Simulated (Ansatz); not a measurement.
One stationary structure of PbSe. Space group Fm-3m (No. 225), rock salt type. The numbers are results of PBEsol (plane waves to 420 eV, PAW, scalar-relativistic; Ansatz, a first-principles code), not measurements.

```xyz
8
Lattice="6.1031 0.0000 0.0000 0.0000 6.1031 0.0000 0.0000 0.0000 6.1031" Properties=species:S:1:pos:R:3 pbc="T T T"
Pb     4.5776     4.5776     4.5776
Pb     1.5260     4.5771     1.5256
Pb     1.5256     1.5260     4.5771
Pb     4.5771     1.5256     1.5260
Se     1.5259     1.5259     1.5259
Se     4.5775     1.5256     4.5772
Se     4.5772     4.5775     1.5256
Se     1.5256     4.5772     4.5775
```

Task: What band gap does PBEsol give?

Result: 0.17 eV (no spin-orbit coupling).

No spin polarisation in the result. Without spin-orbit coupling the bands of the heavy element are not split, so the gap can be far off.

The run could not lose the symmetry of its start.
